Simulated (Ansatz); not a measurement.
KTaO₃ (cubic perovskite, Pm-3m) at seven volumes, PBEsol (plane waves, PAW; program Ansatz), scaled uniformly. One row is withheld.

| V (Å³/atom) | P (GPa) |
|---|---|
| 11.520 | 23.57 |
| 11.900 | 14.40 |
| 12.280 | ? |
| 12.660 | 0.00 |
| 13.039 | -5.62 |
| 13.419 | -10.38 |
| 13.799 | -14.42 |

**Question.** Fit the shown pressures and predict the withheld one.

**Answer.** P = (3/2)B₀(x^(7/2) − x^(5/2))[1 + (3/4)(B′ − 4)(x − 1)] with x = (V₀/V)^(2/3). Least squares on the six rows gives V₀ = 12.660 Å³/atom, B₀ = 203 GPa, B′ = 4.44. At V = 12.280, x = 1.0205 and P = 6.62 GPa. The run itself gave 6.61 GPa.

The cell was relaxed with PBEsol under the symmetry of its start. No spin polarisation was allowed. Scalar-relativistic: spin–orbit coupling is off unless named, which matters more the heavier the elements.

Potentials: the later of the program's two PAW sets.
